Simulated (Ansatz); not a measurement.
**ZrOs: zone-centre modes at 2 GPa**

Computed with Ansatz, DFT LDA, scalar-relativistic, plane waves, PAW. Cutoff 420 eV, 14×14×14 k-points (Γ-centred), Fermi-Dirac smearing of 0.15 eV. No spin polarisation. Phonons by linear response, acoustic sum rule imposed.

The cell, relaxed at 2 GPa:
```
Zr Os
1.0
     3.21707    0.00000    0.00000
     0.00000    3.21707    0.00000
     0.00000    0.00000    3.21707
Zr Os
1 1
Cartesian
  1.6085 1.6085 1.6085
  0.0000 0.0000 0.0000
```

In a metal, frequencies and elastic constants depend on the k mesh and the smearing, soft modes and shear constants most. Spin–orbit coupling is left out, which can shift energies with elements as heavy as these.

**Question.** Is this structure stable against zone-centre distortions?

**Answer.** Yes, at Γ: no optical mode is imaginary. Strains and other wave vectors aren't tested by this run.

**Question.** List the optical modes at Γ (i marks imaginary ones).

**Answer.**
```tsv
frequency (cm⁻¹)	degeneracy
192	3
```

Cost: 1 run of about 0.81 core-minutes, on Arm Neoverse V1 (shared hosts).